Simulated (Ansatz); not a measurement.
The following input was run with Ansatz 0.2.0.

```yaml
crystal:
  lattice:
    - [0.0, 3.521, 3.521]
    - [3.521, 0.0, 3.521]
    - [3.521, 3.521, 0.0]
  atoms:
    - { symbol: Mg, position: [0.75, 0.75, 0.75] }
    - { symbol: Cu, position: [0.375, 0.875, 0.375] }
    - { symbol: Cu, position: [0.375, 0.375, 0.875] }
    - { symbol: Cu, position: [0.375, 0.375, 0.375] }
    - { symbol: Cu, position: [0.875, 0.375, 0.375] }
    - { symbol: Sn, position: [0.0, 0.0, 0.0] }
basis:
  ecutwfc: 500
kpoints:
  mp_grid: { grid: [10, 10, 10] }
hamiltonian:
  xc: r2scan
scf:
  occupations: { method: gaussian, width: 0.1 }
output:
  forces: true
  stress: true
  eigenvalues: true
  write_density: true
  write_potential: true
  elf: true
  volumetric_format: npy
relax:
  adjacent_minimum: "off"
  f_tol: 0.005
  max_steps: 80
  cell: { stress_tol: 0.05 }
```

Command:
```bash
ansatz run input.yaml --threads 1 --pin off --max-ram 2560MiB --backend cpu --events-out ev --progress --plain --runs-dir out
```

Method: DFT r2SCAN, scalar-relativistic, plane waves, PAW (Ansatz).

Abridged output (iterations and final results):

```
SCF iter   1: F=—  HF=-34490.787079 eV  |F-HF|=—  |Δ(HF+E_count)|=         —  Δρ=3.57e-2  dr2=6.90e-1  dr2_τ=5.49e-3  ethr=1.77e-3  ⟨swp⟩=6.2  Hψ=10063  notcnv=0  defer=14
SCF iter   2: F=—  HF=-34490.757931 eV  |F-HF|=—  |Δ(HF+E_count)|=   2.91e-2  Δρ=1.55e-2  dr2=8.88e-2  dr2_τ=5.41e-3  ethr=6.90e-4  ⟨swp⟩=2.0  Hψ=4637  notcnv=0  defer=151
SCF iter   3: F=—  HF=-34490.703124 eV  |F-HF|=—  |Δ(HF+E_count)|=   5.48e-2  Δρ=8.11e-3  dr2=5.17e-2  dr2_τ=2.29e-4  ethr=8.88e-5  ⟨swp⟩=2.0  Hψ=5316  notcnv=0  defer=151
SCF iter   4: F=—  HF=-34490.692471 eV  |F-HF|=—  |Δ(HF+E_count)|=   1.07e-2  Δρ=1.43e-3  dr2=3.58e-3  dr2_τ=3.27e-5  ethr=5.17e-5  ⟨swp⟩=1.0  Hψ=3233  notcnv=0  defer=151
SCF iter   5: F=—  HF=-34490.693151 eV  |F-HF|=—  |Δ(HF+E_count)|=   6.80e-4  Δρ=6.89e-4  dr2=9.08e-4  dr2_τ=4.77e-6  ethr=3.58e-6  ⟨swp⟩=2.0  Hψ=3739  notcnv=0  defer=151
SCF iter   6: F=—  HF=-34490.693076 eV  |F-HF|=—  |Δ(HF+E_count)|=   7.53e-5  Δρ=5.08e-4  dr2=3.39e-4  dr2_τ=7.13e-7  ethr=9.08e-7  ⟨swp⟩=2.0  Hψ=4217  notcnv=0  defer=151
SCF iter   7: F=—  HF=-34490.693028 eV  |F-HF|=—  |Δ(HF+E_count)|=   4.84e-5  Δρ=8.93e-5  dr2=6.51e-6  dr2_τ=1.38e-7  ethr=3.39e-7  ⟨swp⟩=2.0  Hψ=4095  notcnv=0  defer=151
SCF iter   8: F=—  HF=-34490.693068 eV  |F-HF|=—  |Δ(HF+E_count)|=   4.07e-5  Δρ=2.31e-5  dr2=7.94e-7  dr2_τ=1.14e-8  ethr=6.51e-9  ⟨swp⟩=2.0  Hψ=4835  notcnv=0  defer=151
SCF iter   9: F=-34490.693068 eV  HF=-34490.693068 eV  |F-HF|=1.24e-8  |Δ(HF+E_count)|=   9.33e-8  Δρ=5.49e-6  dr2=3.71e-8  dr2_τ=1.24e-9  ethr=1.00e-10  ⟨swp⟩=11.5  Hψ=21370  notcnv=0
SCF 1 converged in 9 iterations: F = -34490.693068 eV  dr2 = 3.71e-8
relax step   1: F+E_penalty+E_count = -34490.69306822 eV  Δ(F+E_penalty+E_count) = +0.000e0 eV  max|allowed force component| = 7.250e-2 eV/Å  Δτ_max = 0.0000 Å  P = -2.472 GPa  Ω = 87.303 Å³  (9 SCF iters, dr2 threshold 1.00e-7 eV, accepted)
Crystal: 6 atoms, lattice volume = 85.706 Å³
Basis set: ecut = 500 eV, 2109 PW (Γ), exchange–correlation on 160×160×160 points (64 copies of the dense FFT grid, shifted against one another)
Initial density: handed on by an earlier stage of this run
Initial wavefunctions: those handed on with the density
SCF iter   1: F=—  HF=-34490.686501 eV  |F-HF|=—  |Δ(HF+E_count)|=         —  Δρ=7.03e-3  dr2=2.79e-2  dr2_τ=1.76e-2  ethr=2.77e-5  ⟨swp⟩=1.8  Hψ=11306  notcnv=0
SCF iter   2: F=—  HF=-34490.712751 eV  |F-HF|=—  |Δ(HF+E_count)|=   2.63e-2  Δρ=4.78e-3  dr2=8.43e-3  dr2_τ=2.29e-4  ethr=2.77e-5  ⟨swp⟩=2.0  Hψ=5073  notcnv=0
SCF iter   3: F=—  HF=-34490.709510 eV  |F-HF|=—  |Δ(HF+E_count)|=   3.24e-3  Δρ=7.83e-4  dr2=6.38e-4  dr2_τ=5.36e-6  ethr=8.43e-6  ⟨swp⟩=2.0  Hψ=3997  notcnv=0
SCF iter   4: F=—  HF=-34490.709466 eV  |F-HF|=—  |Δ(HF+E_count)|=   4.41e-5  Δρ=3.55e-4  dr2=1.30e-4  dr2_τ=1.45e-6  ethr=6.38e-7  ⟨swp⟩=2.0  Hψ=4039  notcnv=0
SCF iter   5: F=—  HF=-34490.709538 eV  |F-HF|=—  |Δ(HF+E_count)|=   7.21e-5  Δρ=5.85e-4  dr2=1.55e-4  dr2_τ=4.20e-7  ethr=1.30e-7  ⟨swp⟩=2.0  Hψ=4936  notcnv=0
SCF iter   6: F=—  HF=-34490.709519 eV  |F-HF|=—  |Δ(HF+E_count)|=   1.96e-5  Δρ=1.30e-4  dr2=8.56e-6  dr2_τ=9.05e-8  ethr=1.30e-7  ⟨swp⟩=2.3  Hψ=3641  notcnv=0
SCF iter   7: F=—  HF=-34490.709517 eV  |F-HF|=—  |Δ(HF+E_count)|=   1.20e-6  Δρ=2.20e-5  dr2=8.76e-7  dr2_τ=5.16e-9  ethr=8.56e-9  ⟨swp⟩=2.0  Hψ=3864  notcnv=0
SCF iter   8: F=-34490.709517 eV  HF=-34490.709517 eV  |F-HF|=3.28e-8  |Δ(HF+E_count)|=   1.72e-7  Δρ=9.38e-6  dr2=9.41e-8  dr2_τ=5.25e-10  ethr=6.00e-10  ⟨swp⟩=10.9  Hψ=20756  notcnv=0
SCF 2 converged in 8 iterations: F = -34490.709517 eV  dr2 = 9.41e-8
relax step   2: F+E_penalty+E_count = -34490.70951716 eV  Δ(F+E_penalty+E_count) = -1.645e-2 eV  max|allowed force component| = 4.286e-2 eV/Å  Δτ_max = 0.0025 Å  P = -0.463 GPa  Ω = 85.706 Å³  energy of the carried Pulay correction = +6.243e-4 eV  (8 SCF iters, dr2 threshold 6.00e-7 eV, accepted)
Crystal: 6 atoms, lattice volume = 85.327 Å³
SCF iter   1: F=—  HF=-34490.708048 eV  |F-HF|=—  |Δ(HF+E_count)|=         —  Δρ=1.73e-3  dr2=1.75e-3  dr2_τ=2.61e-3  ethr=1.87e-6  ⟨swp⟩=2.0  Hψ=10283  notcnv=0
SCF iter   2: F=—  HF=-34490.710849 eV  |F-HF|=—  |Δ(HF+E_count)|=   2.80e-3  Δρ=1.37e-3  dr2=7.50e-4  dr2_τ=1.49e-5  ethr=1.75e-6  ⟨swp⟩=2.0  Hψ=5146  notcnv=0
SCF iter   3: F=—  HF=-34490.710599 eV  |F-HF|=—  |Δ(HF+E_count)|=   2.50e-4  Δρ=2.16e-4  dr2=3.82e-5  dr2_τ=8.09e-7  ethr=7.50e-7  ⟨swp⟩=2.0  Hψ=3887  notcnv=0
SCF iter   4: F=—  HF=-34490.710610 eV  |F-HF|=—  |Δ(HF+E_count)|=   1.07e-5  Δρ=1.02e-4  dr2=9.63e-6  dr2_τ=1.10e-7  ethr=3.82e-8  ⟨swp⟩=2.0  Hψ=3861  notcnv=0
SCF iter   5: F=—  HF=-34490.710614 eV  |F-HF|=—  |Δ(HF+E_count)|=   4.68e-6  Δρ=1.08e-4  dr2=5.35e-6  dr2_τ=6.46e-8  ethr=9.63e-9  ⟨swp⟩=2.0  Hψ=4046  notcnv=0
SCF iter   6: F=-34490.710614 eV  HF=-34490.710614 eV  |F-HF|=3.04e-7  |Δ(HF+E_count)|=   2.88e-7  Δρ=2.67e-5  dr2=4.34e-7  dr2_τ=5.17e-9  ethr=5.36e-10  ⟨swp⟩=6.8  Hψ=18348  notcnv=0
SCF 3 converged in 6 iterations: F = -34490.710614 eV  dr2 = 4.34e-7
relax step   3: F+E_penalty+E_count = -34490.71061375 eV  Δ(F+E_penalty+E_count) = -1.097e-3 eV  max|allowed force component| = 1.131e-2 eV/Å  Δτ_max = 0.0024 Å  P = +0.049 GPa  Ω = 85.327 Å³  energy of the carried Pulay correction = +7.738e-4 eV  (6 SCF iters, dr2 threshold 5.36e-7 eV, accepted)
Crystal: 6 atoms, lattice volume = 85.361 Å³
SCF iter   1: F=—  HF=-34490.710481 eV  |F-HF|=—  |Δ(HF+E_count)|=         —  Δρ=2.24e-4  dr2=2.90e-5  dr2_τ=2.10e-4  ethr=3.09e-8  ⟨swp⟩=2.1  Hψ=9175  notcnv=0
SCF iter   2: F=—  HF=-34490.710652 eV  |F-HF|=—  |Δ(HF+E_count)|=   1.71e-4  Δρ=1.31e-4  dr2=7.18e-6  dr2_τ=3.96e-7  ethr=2.90e-8  ⟨swp⟩=2.0  Hψ=5173  notcnv=0
SCF iter   3: F=—  HF=-34490.710640 eV  |F-HF|=—  |Δ(HF+E_count)|=   1.26e-5  Δρ=5.00e-5  dr2=1.22e-6  dr2_τ=5.45e-8  ethr=7.18e-9  ⟨swp⟩=2.0  Hψ=3894  notcnv=0
SCF iter   4: F=—  HF=-34490.710640 eV  |F-HF|=—  |Δ(HF+E_count)|=   7.50e-8  Δρ=2.33e-5  dr2=2.72e-7  dr2_τ=4.74e-9  ethr=1.22e-9  ⟨swp⟩=2.3  Hψ=4921  notcnv=0
SCF iter   5: F=—  HF=-34490.710640 eV  |F-HF|=—  |Δ(HF+E_count)|=   1.47e-7  Δρ=1.05e-5  dr2=1.03e-7  dr2_τ=6.21e-10  ethr=2.72e-10  ⟨swp⟩=2.0  Hψ=5114  notcnv=0
SCF iter   6: F=—  HF=-34490.710640 eV  |F-HF|=—  |Δ(HF+E_count)|=   6.54e-9  Δρ=2.25e-6  dr2=1.27e-8  dr2_τ=2.99e-11  ethr=1.03e-10  ⟨swp⟩=1.2  Hψ=2927  notcnv=0
SCF iter   7: F=-34490.710640 eV  HF=-34490.710640 eV  |F-HF|=4.37e-9  |Δ(HF+E_count)|=  2.69e-10  Δρ=2.29e-6  dr2=5.92e-9  dr2_τ=2.33e-11  ethr=8.00e-12  ⟨swp⟩=7.0  Hψ=14945  notcnv=0
SCF 4 converged in 7 iterations: F = -34490.710640 eV  dr2 = 5.92e-9
relax step   4: F+E_penalty+E_count = -34490.71063974 eV  Δ(F+E_penalty+E_count) = -2.598e-5 eV  max|allowed force component| = 3.222e-4 eV/Å  Δτ_max = 0.0008 Å  P = +0.004 GPa  Ω = 85.361 Å³  energy of the carried Pulay correction = +7.603e-4 eV  (7 SCF iters, dr2 threshold 8.00e-9 eV, accepted)
Initial wavefunctions: pseudopotential atomic-orbital guess (no wavefunctions were taken with the density)
SCF iter   1: F=—  HF=-34490.709937 eV  |F-HF|=—  |Δ(HF+E_count)|=         —  Δρ=3.57e-5  dr2=3.23e-7  dr2_τ=5.30e-7  ethr=1.58e-8  ⟨swp⟩=4.0  Hψ=18652  notcnv=0
SCF iter   2: F=—  HF=-34490.709935 eV  |F-HF|=—  |Δ(HF+E_count)|=   1.72e-6  Δρ=6.00e-5  dr2=1.72e-6  dr2_τ=5.08e-8  ethr=3.23e-10  ⟨swp⟩=2.0  Hψ=5175  notcnv=0
SCF iter   3: F=—  HF=-34490.709936 eV  |F-HF|=—  |Δ(HF+E_count)|=   1.74e-7  Δρ=2.73e-5  dr2=2.62e-7  dr2_τ=2.23e-8  ethr=3.23e-10  ⟨swp⟩=2.0  Hψ=5178  notcnv=0
SCF iter   4: F=—  HF=-34490.709935 eV  |F-HF|=—  |Δ(HF+E_count)|=   2.23e-7  Δρ=3.37e-6  dr2=3.40e-9  dr2_τ=7.96e-11  ethr=2.62e-10  ⟨swp⟩=2.0  Hψ=4938  notcnv=0
SCF iter   5: F=—  HF=-34490.709935 eV  |F-HF|=—  |Δ(HF+E_count)|=   2.92e-8  Δρ=2.00e-6  dr2=1.49e-9  dr2_τ=1.02e-10  ethr=3.40e-12  ⟨swp⟩=2.0  Hψ=5177  notcnv=0
SCF iter   6: F=—  HF=-34490.709935 eV  |F-HF|=—  |Δ(HF+E_count)|=  7.64e-10  Δρ=3.82e-7  dr2=8.76e-11  dr2_τ=5.20e-12  ethr=1.49e-12  ⟨swp⟩=2.0  Hψ=3992  notcnv=0
SCF iter   7: F=-34490.709935 eV  HF=-34490.709935 eV  |F-HF|=2.18e-11  |Δ(HF+E_count)|=  5.09e-11  Δρ=8.32e-8  dr2=8.74e-12  dr2_τ=9.29e-14  ethr=1.00e-12  ⟨swp⟩=5.6  Hψ=11497  notcnv=0
SCF 5 converged in 7 iterations: F = -34490.709935 eV  dr2 = 8.74e-12
SCF converged after 7 iterations
Free energy (F): -34490.709935 eV
Harris-Foulkes:  -34490.709935 eV  (|F-HF|=2.18e-11)
Internal energy: -34490.706570 eV  (E = F + TS)
E sigma→0 (E₀):  -34490.708253 eV
Entropy (-TS):   -0.003366 eV (-0.561 meV/atom)
Fermi energy:    14.477142 eV
--- Per-component energies (eV) ---
  E_band       = -2035.615001
  E_kinetic    = 1464.316207
  E_local      = -20846.581694  (includes V_loc(G=0)·N_el)
  E_nonlocal   = 1644.097734
  E_hartree    = 9339.494657
  E_xc         = -737.584778
  E_vxc        = -645.057961  (∫ρ·V_xc dr)
  E_paw        = -11171.523906  (= ΣΔE_a)
  E_vpaw       = -2377.308934  (= ΣTr[D̂ρ^β])
  E_aug_tail   = 0.000660  (compensation charges beyond the density's cutoff)
  E_vtau       = 45.929361  (kinetic-family band-sum trace: ∫τ·v_τ [+ j·A + Jᵃ·Aᵃ] dr)
  E_ewald      = -14182.430130
  E_core_change = -0.495320  (= ΣΔE_core)
  E_smearing   = -0.003366  (= −TS)
--- Forces (eV/Å), atoms counted from 1 ---
  atom   1  Mg     0.00000000     0.00000000     0.00000000
  atom   2  Cu    -0.00030734     0.00030734    -0.00030734
  atom   3  Cu    -0.00030734    -0.00030734     0.00030734
  atom   4  Cu     0.00030734     0.00030734     0.00030734
  atom   5  Cu     0.00030734    -0.00030734    -0.00030734
  atom   6  Sn     0.00000000     0.00000000     0.00000000
--- Stress (GPa, compression-positive) ---
       -0.006237       0.000000       0.000000
        0.000000      -0.006237       0.000000
        0.000000       0.000000      -0.006237
  P = ⅓ Tr σ = -0.0062 GPa (-0.062 kbar)
--- Band table (eV; the first three rows and the last of 47) ---
  k-point 0: bands = ["-102.0705", "-102.0555", "-102.0555", "-102.0555", "-64.4108", "-57.9538", "-57.9189", "-57.9189", "-57.9189", "-57.9081", "-57.9081", "-57.8620", "-57.8620", "-57.8620", "-57.8186", "-57.8186", "-57.8186", "-29.5141", "-29.5141", "-29.5141", "-7.6486", "-7.6486", "-7.6486", "-7.6401", "-7.6401", "3.5248", "8.8973", "9.9115", "9.9115", "9.9115", "10.0827", "10.0827", "10.0827", "10.6954", "10.6954", "12.0131", "12.0131", "12.0131", "12.1192", "12.1192", "12.1427", "12.1427", "12.1427", "12.9151", "12.9151", "12.9151", "13.2275", "13.4491", "13.4491", "13.4491", "15.4881", "16.6429", "16.6429", "16.6429", "17.3829", "17.3829", "19.7959", "20.1665", "20.1665", "20.1665"] ...
  k-point 1: bands = ["-102.0703", "-102.0558", "-102.0555", "-102.0555", "-64.4108", "-57.9517", "-57.9182", "-57.9180", "-57.9180", "-57.9076", "-57.9076", "-57.8630", "-57.8630", "-57.8620", "-57.8214", "-57.8190", "-57.8190", "-29.5141", "-29.5141", "-29.5141", "-7.6486", "-7.6484", "-7.6484", "-7.6402", "-7.6402", "3.6185", "8.8831", "9.8136", "9.9366", "9.9366", "10.0658", "10.1149", "10.1149", "10.7076", "10.7076", "11.9735", "11.9735", "12.0104", "12.0128", "12.0627", "12.0627", "12.1343", "12.1343", "12.6578", "12.7420", "12.7420", "12.9151", "13.6118", "13.6118", "13.6273", "15.5632", "16.4637", "16.4637", "17.1059", "17.4835", "17.4835", "19.6154", "20.6338", "20.6338", "20.9870"] ...
  k-point 2: bands = ["-102.0695", "-102.0565", "-102.0555", "-102.0555", "-64.4108", "-57.9461", "-57.9160", "-57.9160", "-57.9157", "-57.9056", "-57.9056", "-57.8660", "-57.8660", "-57.8620", "-57.8295", "-57.8200", "-57.8200", "-29.5142", "-29.5141", "-29.5141", "-7.6486", "-7.6477", "-7.6477", "-7.6403", "-7.6403", "3.8951", "8.7013", "9.5936", "10.0067", "10.0067", "10.0488", "10.2075", "10.2075", "10.7465", "10.7465", "11.6386", "11.7761", "11.7761", "11.9856", "11.9856", "12.0036", "12.0351", "12.1184", "12.1184", "12.5029", "12.5029", "12.9151", "13.6709", "13.7645", "13.7645", "15.6598", "16.1586", "16.1586", "17.8316", "17.8592", "17.8592", "20.4051", "21.7573", "21.7573", "22.3161 ...
  k-point 46: bands = ["-102.0634", "-102.0626", "-102.0555", "-102.0555", "-64.4109", "-57.9132", "-57.9127", "-57.9045", "-57.9043", "-57.8883", "-57.8859", "-57.8848", "-57.8818", "-57.8687", "-57.8675", "-57.8286", "-57.8285", "-29.5142", "-29.5142", "-29.5142", "-7.6485", "-7.6461", "-7.6434", "-7.6431", "-7.6395", "5.8070", "7.9956", "8.4249", "8.7965", "10.3987", "10.4600", "10.5908", "10.6871", "10.7166", "10.7297", "11.0738", "11.1211", "11.1808", "11.2320", "11.5501", "11.5539", "11.7410", "11.7631", "11.9890", "11.9907", "12.3272", "12.3300", "12.4471", "12.6800", "14.7456", "15.6773", "16.9282", "18.0908", "21.0378", "21.7490", "21.9628", "22.6110", "22.6406", "23.1881", "23.4671 ...
--- Relaxed structure (4 steps of the walk, 4 accepted, 1 SCFs on fresh bases) ---
  F+E_penalty+E_count = -34490.70993535 eV   max|allowed force component| = 3.073e-4 eV/Å   (the final SCF, on the basis selected at the relaxed cell)
  cell:  # Å, volume = 85.3614 Å³
    - [0.0, 3.49470547, 3.49470547]
    - [3.49470547, 0.0, 3.49470547]
    - [3.49470547, 3.49470547, 0.0]
  atoms:
    - { symbol: Mg, position: [0.74999999, 0.74999999, 0.74999999] }
    - { symbol: Cu, position: [0.37547491, 0.87357526, 0.37547491] }
    - { symbol: Cu, position: [0.37547491, 0.37547491, 0.87357526] }
    - { symbol: Cu, position: [0.37547491, 0.37547491, 0.37547491] }
    - { symbol: Cu, position: [0.87357526, 0.37547491, 0.37547491] }
    - { symbol: Sn, position: [0.0, 0.0, 0.0] }
```

The relaxation met its thresholds.

Time: 3.4 min on 1 thread of Oxide Virtual Turin-like Processor (Zen 5), on a shared host, peak memory 0.77 GiB.